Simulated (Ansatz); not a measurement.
BaGaHO2:
```cif
data_HBaGaO2
_chemical_formula_sum 'Ba1 Ga1 O2 H1'
_space_group_name_H-M_alt 'P4/mmm'
_space_group_IT_number 123
_space_group_name_Hall '-P 4 2'
_cell_length_a 3.98003
_cell_length_b 3.98003
_cell_length_c 3.89773
_cell_angle_alpha 90.000
_cell_angle_beta 90.000
_cell_angle_gamma 90.000
loop_
_atom_site_label
_atom_site_type_symbol
_atom_site_symmetry_multiplicity
_atom_site_Wyckoff_symbol
_atom_site_fract_x
_atom_site_fract_y
_atom_site_fract_z
_atom_site_occupancy
Ba1 Ba 1 d 0.50000 0.50000 0.50000 1
Ga1 Ga 1 a 0.00000 0.00000 0.00000 1
O1 O 2 f 0.00000 0.50000 0.00000 1
H1 H 1 b 0.00000 0.00000 0.50000 1
```

This is the r²SCAN-relaxed structure.

**Question.** All from r²SCAN (plane waves, PAW; program Ansatz), unless another level is named. Estimate the band gap.

**Answer.** 0.88 eV (indirect).

**Question.** Next, the electron effective mass?

**Answer.** 0.13, 0.21, 0.21 mₑ (principal values).

**Question.** Predict the formation energy from the elements (no fitted shifts).

**Answer.** -1.84 eV/atom.

**Question.** And the smallest direct gap on the standard path?

**Answer.** 1.10 eV.

The start of the workflow was typed in or built on a structure type; neither database checked (COD, Materials Project) lists it. Its standing as an ambient phase is unchecked. The cell was relaxed with r²SCAN under the symmetry of its start; whether a distortion lowers the energy is not shown. The references are the lowest solids computed at this level, not always the standard phases (solids in place of the gases). Scalar-relativistic: spin–orbit coupling is off unless named, which matters more the heavier the elements.

Potentials: the earlier of the program's two PAW sets.
